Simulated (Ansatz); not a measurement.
CoPtRh:
```
CELL_PARAMETERS angstrom
      2.68771     0.00000     0.00000
     -1.34386     2.32763     0.00000
      0.00000     0.00000     6.54111
ATOMIC_POSITIONS crystal
  Co 0.00000 0.00000 0.99352
  Pt 0.33333 0.66667 0.32092
  Rh 0.66667 0.33333 0.68556
```
Starting moments (μB, in the order of the atoms Co Pt Rh): 2.2 0.3 0.9.

Relaxed with plane-wave PAW r²SCAN (Ansatz code). Indices refer to the conventional cell of P3m1, a = b = 2.688 Å, c = 6.541 Å, α = β = 90.00°, γ = 120.00°.

Problem. Simulate the powder diffraction pattern (Co Kα, λ = 1.79026 Å; lines above 1 %) up to 2θ = 90°.

Solution. Simulated powder pattern, Co Kα, λ = 1.79026 Å (kinematic, ideal powder, no thermal factors, no anomalous dispersion; the 30 strongest lines at most, above 1 %, up to 2θ = 90°):

```
2θ (°)  d (Å)  I/Imax (%)                    hkl
------  -----  ----------  ---------------------
15.73   6.541          31                 (0001)
31.77   3.271          16                 (0002)
45.23   2.328          11             (1 0 -1 0)
48.18   2.193         100  (0 1 -1 1)+(1 0 -1 1)
48.48   2.180          27                 (0003)
56.33   1.896          57  (1 0 -1 2)+(0 1 -1 2)
68.46   1.591         9.3  (0 1 -1 3)+(1 0 -1 3)
83.53   1.344          19             (1 1 -2 0)
83.98   1.338          22  (0 1 -1 4)+(1 0 -1 4)
85.69   1.316         3.3             (1 1 -2 1)
86.35   1.308         2.1                 (0005)
```

The start of the workflow was typed in or built on a structure type; neither database checked (COD, Materials Project) lists it. Its standing as an ambient phase is unchecked. The r²SCAN relaxation kept the symmetry of its start; whether a distortion lowers the energy is not shown. Magnetic state: ferromagnetic, chosen from 3 collinear starts compared on coarse meshes (ties went to the first, and starts can fall back to one state), not a proven ground state. Other orbital occupations within this spin state were not tried. For itinerant 3d metals, meta-GGAs of the SCAN family and hybrids are commonly reported to give too large moments. Axis ratios of metals converge slowly with the k-mesh, so a and c are less sure than the volume. Spin–orbit coupling is left out wherever it is not named.

Potentials: the earlier of the program's two PAW sets.
